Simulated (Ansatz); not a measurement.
Co2N (space group Pnnm)

```xyz
6
Lattice="4.2236 0.0000 0.0000 0.0000 4.4831 0.0000 0.0000 0.0000 2.7927" Properties=species:S:1:pos:R:3 pbc="T T T"
Co     0.9722     0.7863     1.3963
Co     3.0840     1.4552     0.0000
Co     3.2514     3.6968     1.3963
Co     1.1396     3.0279     0.0000
N      2.1118     2.2415     1.3963
N      0.0000     0.0000     0.0000
```

The slice is a (-1 1 0) plane (indices of the conventional cell) through the point (0.270, 0.675, 0.000) (fractional), spanned by u = [001] and v = [110] in vectors of this cell: u (2.79 Å) and v (6.16 Å, at 90° to u). It covers one period; positions are fractions (u, v).

Calculation: PBEsol (plane waves to 420 eV, PAW, scalar-relativistic; Ansatz, a first-principles code). k mesh 11×11×17. Inside the PAW spheres the values are not all-electron values, and peaks at nuclei hang on which shells count as valence. Co2N is run without spin polarisation. Co2N was relaxed with its symmetry unable to fall.

Task: Sketch the electrostatic potential energy of an electron, from the cell's mean on this plane as a map.

Result: 
```
|xxxxxx  ****  xxxx|
|xxxx  ==%%%%==  xx|
|    ==##@@@@##==  |
|**##%%@@@@@@@@%%##|
|####%%@@@@@@@@%%##|
|::--**##%%%%##**--|
|      **####**    |
|xxxx  ==####==  xx|
|xxxx  --####--  xx|
|xxxx  ==####==  xx|
|    --**####**--  |
|++++************++|
|%%%%##**====**##%%|
|@@@@%%**====**%%@@|
|@@@@%%##++++##%%@@|
|##################|
|    ==##%%%%##==  |
|xxxx  ==####==  xx|
|xxxxxx  ****  xxxx|
|xxxxxx  ++++  xxxx|
```
Scale: ten equal steps from 6.00 (start of ' ') to 14.51 (end of '@'), in the order ' .:-=+*#%@'. Values: electrostatic potential energy of an electron, from the cell's mean, in eV. The map has 9 points along u (two characters each, u = 0 at the left) and 20 along v (v = 0 in the bottom row). Points within 0.8 Å of a nucleus are blanked (x), as the pseudised field means little there. Values under 6 eV are set to 6. The zero, the cell's mean, hangs on the PAW cores.
